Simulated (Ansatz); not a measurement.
**Mg₃FeN₃ — 57Fe Mössbauer parameters**

Cell: a computed structure from the Materials Project (it need not be an observed phase).

```cif
data_Mg3FeN3
_symmetry_space_group_name_H-M 'P2_1/m'
_symmetry_Int_Tables_number 11
_cell_length_a 6.1334
_cell_length_b 4.3364
_cell_length_c 6.3174
_cell_angle_alpha 90.000
_cell_angle_beta 101.093
_cell_angle_gamma 90.000
loop_
_atom_site_label
_atom_site_type_symbol
_atom_site_symmetry_multiplicity
_atom_site_Wyckoff_symbol
_atom_site_fract_x
_atom_site_fract_y
_atom_site_fract_z
Mg1 Mg 2 e 0.3954 0.2500 0.1333
Mg2 Mg 2 e 0.9053 0.2500 0.1150
Mg3 Mg 2 e 0.8112 0.2500 0.6290
Fe Fe 2 e 0.6980 0.7500 0.3179
N9 N 2 e 0.4202 0.7500 0.1494
N10 N 2 e 0.8886 0.7500 0.1291
N11 N 2 e 0.8067 0.7500 0.6009
```

One atom of each set is listed.

Level of theory: DFT, r2SCAN, plane waves and PAW, scalar-relativistic, collinear spin, 500 eV cutoff, Γ-centred 6×8×6 k-points, Fermi–Dirac smearing 0.05 eV (Ansatz 0.2.0). Start moments as typed (μB): 5 on each Fe, none on the rest. The program fits them to the shells of the files, so those used differ somewhat.

Isomer shifts (against α-Fe) follow from the electron density at the nucleus, δ = α(ρ − ρ₀), with α = -0.330 mm s⁻¹ a₀³ and ρ₀ = 14889.24 a₀⁻³ from a line fitted to 9 measured compounds at this level of theory (rms miss 0.08 mm/s). ΔE_Q = ½eQV_zz(1 + η²/3)^½ with Q = 0.160 b for the 14.4 keV state. B_c is the Fermi-contact field along the atom's own moment; orbital and dipolar fields are not included.

Task: Where do the absorption lines lie when the magnetic splitting is averaged out (above the ordering temperature, with the gradients of this state)?

Result: Fe (2 atoms a cell): δ = -0.42, |ΔE_Q| = 1.64 mm/s, a doublet at -1.24 and 0.40 mm/s.

Task: And the six lines of Fe from the contact field alone, leaving the quadrupole term aside?

Result: With |B_c| = 7.9 T and nuclear moments 0.090604 and -0.15532 μN the lines lie at -1.69, -1.16, -0.62, -0.22, 0.32, 0.85 mm/s, in the ratio 3:2:1:1:2:3 for a powder.

The largest force is 0.3 eV/Å, so the atoms aren't at the calculated equilibrium and relaxing them would move these values. The program didn't check the stability of this electronic state in full, so a lower one may lie near. With a gap of 0.15 eV under a smearing of 0.05 eV the band edges are partly filled, so small gradients can hang on the smearing and the k-mesh. With these PAW files V_zz is typically within 2 to 3 % of all-electron values, but misses above 10 % occur on Fe. All moments are parallel here, as the start or the cell imposes; many such compounds order antiparallel, where fields and spin densities carried over to other atoms largely cancel. The magnetic order is the one that the run reached from its start moments, not necessarily the measured one. Shifts outside the range of the fitted compounds (-0.1 to 1.5 mm/s for Fe) are extrapolations. Semilocal functionals underestimate the core's spin polarisation, so contact fields of ionic iron come out too small in magnitude. On Fe B_c is a small difference of large parts, and can be wrong severalfold and even in sign.
